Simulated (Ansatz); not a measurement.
**Elastic constants of Ge at 3 GPa (stress–strain coefficients): input and output**

Theory: DFT LDA, scalar-relativistic, plane waves, PAW (Ansatz).

Launched with:
```bash
ansatz run input.yaml --threads 1 --pin off --max-ram 3072MiB --backend cpu --events-out ev --progress --plain --runs-dir out
```

Input (bare energies are in eV):
```yaml
crystal:
  lattice:
    - [0.0, 2.7758617513, 2.7758617513]
    - [2.7758617513, 0.0, 2.7758617513]
    - [2.7758617513, 2.7758617513, 0.0]
  atoms:
    - { symbol: Ge, position: [0.5, 0.5, 0.5] }
    - { symbol: Ge, position: [0.75, 0.75, 0.75] }
basis:
  ecutwfc: 420
kpoints:
  mp_grid: { grid: [14, 14, 14] }
hamiltonian:
  xc: lda
scf:
  occupations: { method: fermi_dirac, width: 0.15 }
output:
  forces: true
  stress: true
  eigenvalues: true
elastic:
  mode: relaxed_ion
```

From the output:
```
--- Elastic constants: 2 strain directions × 4 members + reference (group order 48) ---
  dense FFT box of the reference and of every strained cell: 27×27×27
  strains applied: 11, 23; error gains: componentwise 1.00 (the most a stress slope's error grows in a printed constant), spectral 1.73 (1 for all six strains in a standard setting)
  C = ∂σ_k/∂η_j (tension-positive GPa; Voigt order 11 22 33 23 13 12):
       134.042     60.795     60.795     -0.000      0.000      0.000
        60.795    134.042     60.795     -0.000     -0.000     -0.000
        60.795     60.795    134.042      0.000      0.000      0.000
         0.000      0.000     -0.000     63.211     -0.000     -0.000
        -0.000     -0.000     -0.000     -0.000     63.211      0.000
        -0.000      0.000      0.000     -0.000     -0.000     63.211
  reference stress σ⁰ (GPa):     -3.004     -3.004     -3.004     -0.000      0.000     -0.000
  C* (energy form; C + prestress term) asymmetry max|C*_kj − C*_jk| = 4.263e-14 GPa — a small one proves nothing (zero by symmetry where the batch's group is 432, −43m or m−3m); a large one is finite-difference/SCF noise where every solve ...
  moduli (Voigt/Reuss/Hill, GPa): K = 85.21/85.21/85.21   G = 52.58/48.99/50.78   E = 127.10   ν = 0.251
  mechanically stable: yes (min eigenvalue of sym C = 63.21 GPa)
  strain η (Voigt 11):  stress-route row diagonal C_11 = 134.04 GPa, energy-path curvature d²(F+E_count+ΔE)/dδ²/Ω₀ = 126.84 GPa
    cells at ±δ against ±2δ: C11 134.02 and 133.95 GPa, apart by 0.05 % of the column's largest entry
         δ    σ_11 (GPa) F (eV) n_scf n_hpsi n_pw
    -4.000e-3      -3.5431       -8431.4241150       9   89267    869   relax 0 steps, max|allowed force component| 7.63e-17 eV/Å
    -2.000e-3      -3.2734       -8431.4259352       3   56153    869   relax 0 steps, max|allowed force component| 7.63e-17 eV/Å
     2.000e-3      -2.7374       -8431.4291376       5   74401    872   relax 0 steps, max|allowed force component| 5.55e-17 eV/Å
     4.000e-3      -2.4715       -8431.4305293       8   80939    877   relax 0 steps, max|allowed force component| 7.98e-17 eV/Å
  strain η (Voigt 23):  stress-route row diagonal C_44 = 63.21 GPa, energy-path curvature d²(F+E_count+ΔE)/dδ²/Ω₀ = 59.19 GPa
    cells at ±δ against ±2δ: C44 63.20 and 63.17 GPa, apart by 0.05 % of the column's largest entry
         δ    σ_23 (GPa) F (eV) n_scf n_hpsi n_pw
    -4.000e-3      -0.2527       -8431.4274701       2   67586    872   relax 3 steps, max|allowed force component| 4.03e-7 eV/Å
    -2.000e-3      -0.1264       -8431.4275724       2   66495    872   relax 2 steps, max|allowed force component| 2.40e-6 eV/Å
     2.000e-3       0.1264       -8431.4275724       2   68409    872   relax 2 steps, max|allowed force component| 4.08e-9 eV/Å
     4.000e-3       0.2527       -8431.4274701       2   66615    872   relax 2 steps, max|allowed force component| 2.56e-6 eV/Å
```

Time: 2.9 min on 1 thread of AMD EPYC 7R43 64-Core Processor (Zen 3), on a shared host, peak memory 0.6 GiB.